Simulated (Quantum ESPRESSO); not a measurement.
Field gradients of ZnS from a PBE PAW density (pw.x of a modified build of Quantum ESPRESSO, JTH datasets) with the all-electron reconstruction of Petrilli and co-workers. The input of pw.x:

```
&CONTROL
  calculation = 'scf'
  prefix = 'x'
  pseudo_dir = './pseudo'
  outdir = './out'
  tprnfor = .true.
/
&SYSTEM
  ibrav = 0
  nat = 4
  ntyp = 2
  ecutwfc = 40
  ecutrho = 160
  occupations = 'fixed'
  nbnd = 22
/
&ELECTRONS
  conv_thr = 1e-11
/
ATOMIC_SPECIES
Zn 65.380 Zn.GGA_PBE-JTH.UPF
S 32.060 S.GGA_PBE-JTH.UPF
CELL_PARAMETERS angstrom
    3.805799791408     0.000000000000     0.000000000000
   -1.902899895704     3.295919301077     0.000000000000
    0.000000000000     0.000000000000     6.237980000000
ATOMIC_POSITIONS crystal
Zn     0.333333000000     0.666667000000     0.000140000000
Zn     0.666666333333     0.333333666667     0.500140000000
S      0.333333000000     0.666667000000     0.374860000000
S      0.666666333333     0.333333666667     0.874860000000
K_POINTS automatic
7 7 4 0 0 0
```
The geometry is a computed Materials Project entry, not a measured one. It is ZnS in P6₃mc. Stability against distortions was not tested.

Vzz is the sum of three terms, each taken along its main axis: the smooth valence density, the ions (nucleus and frozen core) with the augmentation charges of all other spheres, and the all-electron minus smooth density in the atom's own sphere. The split hangs on the datasets.  Cores are frozen. Against all-electron runs on small test molecules, this scheme's |Vzz| missed by −3 % on S.

```csv
site,smooth valence density,ions and other spheres,own sphere,Vzz (a.u.)
"S (atoms 3, 4)",-0.001,0.003,…,…
```

Task: Complete the blanks.

Result: 
- S (atoms 3, 4), own sphere: 0.024
- S (atoms 3, 4), Vzz (a.u.): 0.026
